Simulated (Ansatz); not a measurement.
YN:
```cif
data_N4Y4
_chemical_formula_sum 'Y4 N4'
_space_group_name_H-M_alt 'Fm-3m'
_space_group_IT_number 225
_space_group_name_Hall '-F 4 2 3'
_cell_length_a 4.89578
_cell_length_b 4.89578
_cell_length_c 4.89578
_cell_angle_alpha 90.000
_cell_angle_beta 90.000
_cell_angle_gamma 90.000
loop_
_atom_site_label
_atom_site_type_symbol
_atom_site_symmetry_multiplicity
_atom_site_Wyckoff_symbol
_atom_site_fract_x
_atom_site_fract_y
_atom_site_fract_z
_atom_site_occupancy
Y1 Y 4 a 0.00000 0.00000 0.00000 1
N1 N 4 b 0.50000 0.50000 0.50000 1
```
(The calculation used a cell of 2 atoms; values per cell refer to that cell.)

Relaxed with r²SCAN.

Task: Which orbitals make up the states near the band edges in r²SCAN (plane waves, PAW; program Ansatz)?

Result: Top 1 eV of the valence band: N 2p 81 %, Y 4d 15 %. Bottom 1 eV of the conduction band: Y 4d 86 %, N 2p 13 %. Projections are on Löwdin-orthogonalised atomic valence shells; empty p or d shells of many metals are not among them.

Task: Tabulate the density of states.

Result: States/eV per cell of 2 atoms, in 0.25 eV bins, energy from the valence-band maximum.

```csv
E (eV),total,N 2p,Y 4d,Y 5s
-7.85,0.00,0.00,0.00,0.00
-7.60,0.00,0.00,0.00,0.00
-7.35,0.00,0.00,0.00,0.00
-7.10,0.00,0.00,0.00,0.00
-6.85,0.00,0.00,0.00,0.00
-6.60,0.00,0.00,0.00,0.00
-6.35,0.00,0.00,0.00,0.00
-6.10,0.00,0.00,0.00,0.00
-5.85,0.00,0.00,0.00,0.00
-5.60,0.00,0.00,0.00,0.00
-5.35,0.00,0.00,0.00,0.00
-5.10,0.00,0.00,0.00,0.00
-4.85,0.00,0.00,0.00,0.00
-4.60,0.00,0.00,0.00,0.00
-4.35,0.00,0.00,0.00,0.00
-4.10,0.01,0.01,0.00,0.00
-3.85,0.22,0.11,0.08,0.02
-3.60,0.44,0.24,0.15,0.04
-3.35,0.80,0.45,0.25,0.07
-3.10,1.29,0.77,0.36,0.12
-2.85,1.40,0.87,0.34,0.14
-2.60,1.27,0.83,0.27,0.12
-2.35,1.02,0.69,0.22,0.07
-2.10,2.62,1.77,0.74,0.05
-1.85,3.48,2.44,0.89,0.03
-1.60,4.38,3.14,1.00,0.01
-1.35,2.49,1.79,0.59,0.01
-1.10,1.78,1.33,0.38,0.00
-0.85,1.44,1.14,0.25,0.00
-0.60,1.01,0.85,0.13,0.00
-0.35,0.27,0.24,0.03,0.00
-0.10,0.07,0.06,0.00,0.00
0.15,0.00,0.00,0.00,0.00
0.40,0.00,0.00,0.00,0.00
0.65,0.01,0.00,0.01,0.00
0.90,0.07,0.01,0.06,0.00
1.15,0.12,0.02,0.10,0.00
1.40,0.17,0.02,0.14,0.00
1.65,0.22,0.03,0.18,0.00
1.90,0.26,0.04,0.22,0.00
2.15,0.32,0.05,0.26,0.00
2.40,0.37,0.06,0.30,0.00
2.65,0.42,0.07,0.34,0.00
2.90,0.48,0.08,0.39,0.00
3.15,0.55,0.08,0.45,0.00
3.40,0.68,0.10,0.55,0.01
3.65,0.76,0.11,0.61,0.01
3.90,0.78,0.12,0.62,0.01
4.15,0.85,0.13,0.67,0.02
4.40,0.84,0.12,0.67,0.02
4.65,0.77,0.10,0.62,0.02
4.90,0.86,0.11,0.69,0.02
5.15,0.94,0.12,0.73,0.03
5.40,1.04,0.13,0.80,0.05
```

The r²SCAN relaxation kept the symmetry of its start. No spin polarisation was allowed. Scalar-relativistic: spin–orbit coupling is off unless named, which matters more the heavier the elements.

Potentials: the earlier of the program's two PAW sets.
